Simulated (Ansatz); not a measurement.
InP (CsCl type, Pm-3m) at seven volumes, r²SCAN (plane waves, PAW; program Ansatz), scaled uniformly. One row is withheld.

| V (Å³/atom) | P (GPa) |
|---|---|
| 18.277 | 8.26 |
| 18.879 | 4.89 |
| 19.482 | 2.18 |
| 20.084 | 0.00 |
| 20.687 | -1.99 |
| 21.289 | -3.64 |
| 21.892 | ? |

Task: Fit the shown pressures and predict the withheld one.

Result: P = (3/2)B₀(x^(7/2) − x^(5/2))[1 + (3/4)(B′ − 4)(x − 1)] with x = (V₀/V)^(2/3). Least squares on the six rows gives V₀ = 20.061 Å³/atom, B₀ = 70.2 GPa, B′ = 4.90. At V = 21.892, x = 0.9434 and P = -4.95 GPa. The run itself gave -5.02 GPa.

The cell is a constructed one: a structure type filled with these elements; neither database checked (COD, Materials Project) lists it. It is not the phase usual at ambient conditions (space group No. 216). The r²SCAN relaxation kept the symmetry of its start; whether a distortion lowers the energy is not shown.

Potentials: the earlier of the program's two PAW sets.
